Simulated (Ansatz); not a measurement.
Data:

Ca3V2O8:
```xyz
13
Lattice="4.7963 2.6960 0.0000 -4.7963 2.6960 0.0000 -2.7858 0.0000 6.1447" Properties=species:S:1:pos:R:3 pbc="T T T"
Ca     1.9398     2.6960     2.5489
Ca    -4.7256     2.6960     3.5959
Ca     0.0000     0.0000     0.0000
V     -1.2020     2.6960     4.8642
V     -1.5839     2.6960     1.2805
O     -1.9706     4.1089     4.3163
O     -0.8152     1.2830     1.8284
O     -0.8152     4.1089     1.8284
O     -1.9706     1.2830     4.3163
O      1.5635     2.6960     0.3887
O     -4.3493     2.6960     5.7561
O     -3.1900     2.6960     1.8758
O      0.4042     2.6960     4.2690
```

This is the LDA-relaxed structure. Cartesian axes are those of the cell as given.

Q: All from LDA (plane waves, PAW; program Ansatz), unless another level is named. Estimate the electron effective mass.

A: 1.4, 1.8, 2.5 mₑ (principal values).

Q: Give the smallest direct gap on the standard path.

A: 3.66 eV.

Q: Predict the band gap.

A: 3.47 eV (indirect).

Q: Give the formation energy from the elements (no fitted shifts).

A: -2.97 eV/atom.

Q: Next, the valence-band maximum?

A: off the standard path, at k = (0.198, -0.198, 0.469).

Q: Predict the weight of the valence-edge state by species (Voronoi cells).

A: O 97 %.

Space group C2/m. The first step of the workflow began from a Materials Project structure, measured or hypothetical; the Crystallography Open Database copy checked does not list it. Its standing as an ambient phase is unchecked. The LDA relaxation kept the symmetry of its start. At this level the phase is dynamically unstable (imaginary phonons). The run is not spin-polarised. No Hubbard U is applied. The references are the lowest solids computed at this level, not always the standard phases (solids in place of the gases).

Potentials: the later of the program's two PAW sets.
